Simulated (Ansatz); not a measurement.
MoS2:
Space group R3m, hexagonal axes (No. 160); a = b = 3.126 Å, c = 17.973 Å, α = β = 90.00°, γ = 120.00°

```
atom  site  symmetry       x       y       z
----  ----  --------  ------  ------  ------
Mo      3a        3m  0.0000  0.0000  0.0002
S       3a        3m  0.0000  0.0000  0.5805
S       3a        3m  0.0000  0.0000  0.7532
```
(The calculation used a cell of 3 atoms; values per cell refer to that cell.)

Relaxed with LDA.

Problem. Decompose the optical modes at the zone centre into irreducible representations, and say which are infrared and Raman allowed.

Solution. Point group 3m: Γ_opt = 2A1 + 2E. Infrared: A1, E. Raman: A1, E.

Problem. Assign frequencies (DFPT, the program Ansatz at the LDA level (PAW); without the LO–TO term).

Solution. E 292, E 389, A1 414, A1 470 cm⁻¹.

The cell was relaxed with LDA under the symmetry of its start; of distortions, only those at the zone centre were tested. No spin polarisation was allowed. A crystal of weakly bound layers computed without a dispersion correction: the cell and the soft elastic constants depend strongly on that.

Potentials: the earlier of the program's two PAW sets.
